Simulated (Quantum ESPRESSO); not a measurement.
## Mo2Zr2Sn2RhNb (one composition in several site orders)

Simulated, not a measurement. The program is pw.x of Quantum ESPRESSO 7.5 (plane-wave density functional theory). The cell is made up: eight metal atoms on a face-centred cubic lattice, with elements, volume, strain and displacements drawn at random and not relaxed, so it may be unstable or far from any real phase. PseudoDojo standard norm-conserving files set the functional (PBE unless stated); there is no spin polarisation or spin-orbit coupling, the Fermi-Dirac width of 0.25 eV means electrons at about 2900 K, and the masses in the input are unused placeholders. The tin pseudopotential is less sure than most, with forces differing by about three percent from a second method on plain tin. A spin test at this wide smearing found no moment, but such smearing suppresses magnetism that the real alloy may have.

The runs put one composition on the sites in different orders. Cell, positions, cutoff, mesh and smearing stay as in the input of run 1; sites are counted in its order. Stress in the tables is positive in tension.

Input of run 1:

```
&control calculation='scf', pseudo_dir='./dojo.nc.sr.pbe.v0_5.standard.upf', outdir='./o', disk_io='minimal', tprnfor=.true., tstress=.true. /
&system ibrav=0, nat=8, ntyp=5, nbnd=71, ecutwfc=87.97787729, nosym=.true., tot_charge=0,
 occupations='smearing', smearing='fd', degauss=0.0183746611
/
&electrons conv_thr=1.470e-08, electron_maxstep=70, mixing_beta=0.5 /
ATOMIC_SPECIES
Mo 1.0 Mo.upf
Nb 1.0 Nb.upf
Rh 1.0 Rh.upf
Sn 1.0 Sn.upf
Zr 1.0 Zr.upf
CELL_PARAMETERS angstrom
-0.0352 -2.1516 -2.223
-0.0603 4.3425 -4.4852
8.7702 0.0101 0.1306
ATOMIC_POSITIONS angstrom
Mo 0.0583 -0.0106 -0.0724
Zr 4.4138 -0.0399 0.0144
Zr -0.0812 2.2116 -2.2171
Sn 4.4417 2.2367 -2.1419
Rh 2.1735 0.0821 -2.2123
Nb 6.5717 -0.0099 -2.2054
Sn 2.1512 2.0725 -4.5431
Mo 6.5777 2.2747 -4.3298
K_POINTS automatic
8 4 3 1 1 1
```

```
run  elements on sites 1 to 8  free energy less that of run 1 (eV)  -TS (eV)  pressure (GPa)  stress xx (GPa)  stress yy (GPa)  stress zz (GPa)  stress yz (GPa)  stress xz (GPa)  stress xy (GPa)  iterations
  1   Mo Zr Zr Sn Rh Nb Sn Mo                                0.000    -1.952          -10.66             9.98            11.63            10.37            -3.26             0.05            -0.14          20
  2   Sn Zr Nb Sn Zr Mo Rh Mo                               -0.217    -1.914          -11.98            13.87            11.49            10.57            -3.74            -0.19            -0.14          19
  3   Nb Zr Rh Mo Mo Zr Sn Sn                                0.028    -1.948          -11.52            13.17            10.29            11.11            -2.87             0.72             0.08          20
  4   Rh Sn Mo Zr Nb Zr Sn Mo                                0.536    -1.996          -10.41            13.16             8.92             9.14            -2.83             1.36            -1.63          21
  5   Zr Mo Mo Sn Rh Nb Zr Sn                                0.370    -1.881          -11.03            10.73            10.54            11.80            -4.21            -0.33             0.44          20
  6   Zr Zr Mo Rh Nb Sn Mo Sn                                0.406    -2.045          -10.53            10.42            11.53             9.65            -1.54             0.51             0.63          20
```

Forces Fx Fy Fz (eV/Å):

```
site             run 1              run 2             run 3             run 4             run 5             run 6
   1  -0.25 0.12 -0.27   -0.61 -0.41 0.59   0.70 0.14 -0.23  -0.12 0.12 -0.06   0.46 0.81 -0.68   0.73 -0.11 0.15
   2  -0.12 0.07 -0.15    0.47 -0.27 0.26  -0.67 0.18 -0.16   0.78 0.30 -0.29  -0.19 0.22 -0.26  -0.84 -0.13 0.23
   3   0.58 -0.25 0.16   -0.57 0.31 -0.12   0.26 -0.25 0.28   0.04 0.26 -0.42   0.14 -0.16 0.26   1.18 0.20 -0.08
   4   0.64 -0.57 0.35    0.49 0.24 -0.22  -0.71 -0.23 0.30  -0.06 0.15 -0.55  -1.06 -1.02 0.59  -0.91 -0.01 0.01
   5  -0.34 -0.25 0.01   -0.18 0.29 -0.48  -0.52 0.15 -0.26  -1.39 -0.39 0.32  -0.05 -0.21 0.18   0.52 0.90 -0.80
   6   0.23 -0.41 0.34    0.34 0.08 -0.05   1.16 0.76 -0.47   1.89 -0.48 0.61  -0.14 0.27 -0.05  -0.37 0.73 -0.58
   7  -0.94 0.82 -0.25  -0.19 -0.08 -0.01  -0.58 -0.23 0.50   -2.04 0.20 0.32   0.41 -0.05 0.43   0.07 -0.64 0.55
   8   0.20 0.46 -0.20    0.26 -0.17 0.04   0.36 -0.52 0.04   0.89 -0.16 0.07   0.42 0.14 -0.48  -0.38 -0.96 0.51
```

The sites are displaced and not relaxed, so the energy differences mix bonding between neighbours with strain and are not ordering energies. A rerun of one cell of this series at a higher cutoff and on a denser mesh moved values by no more than 0.012 eV in energy, 0.10 GPa in stress and 0.007 eV/Å in force, and a second program with other atomic files agreed on that cell to 2 % rms in force and 0.5 GPa in pressure.